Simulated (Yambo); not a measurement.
A G0W0@LDA run in Yambo for RbCl (rock salt, space group Fm-3m, No. 225) (4×4×4 Γ-centred k mesh, 159 bands and a 10 Ry block in the screening, 159 bands in G with the Bruneval-Gonze terminator, plasmon pole fitted at 27.2 eV) gives these matrix elements, in eV, at the band edges (Γ → Γ):

```json
[
 {"state": "valence edge", "E0": "0.000", "<Vxc>": "-14.015", "<Σx>": "-18.617", "<Σc(E0)>": "1.839", "Z": "0.811"},
 {"state": "conduction edge", "E0": "4.848", "<Vxc>": "-7.648", "<Σx>": "-3.396", "<Σc(E0)>": "-3.084", "Z": "0.873"}
]
```

Question: Solve the linearised quasiparticle equation for both states, give the gap, and say how exchange and correlation each act on it.

Answer: E = E0 + Z(Σx + Σc − Vxc). Valence: 0.000 + 0.811 × (-18.617 + (1.839) − (-14.015)) = -2.24 eV. Conduction: 4.848 + 0.873 × (-3.396 + (-3.084) − (-7.648)) = 5.87 eV. The gap is 8.11 eV, against 4.85 eV in LDA. Replacing Vxc by bare exchange alone would open it by 8.85 eV; correlation takes back 4.92 eV of that, and Z scales what is left. Nearest settings tried, and what they do to the gap: 53 bands in W, 53 bands in G: -113 meV; 2 Ry block (27 vectors against 283): -486 meV. Not varied: mesh. So the settings aren't converged at that level. 

Geometry relaxed with LDA; primitive cell a = b = c = 4.5098 Å, α = β = γ = 60.00°.
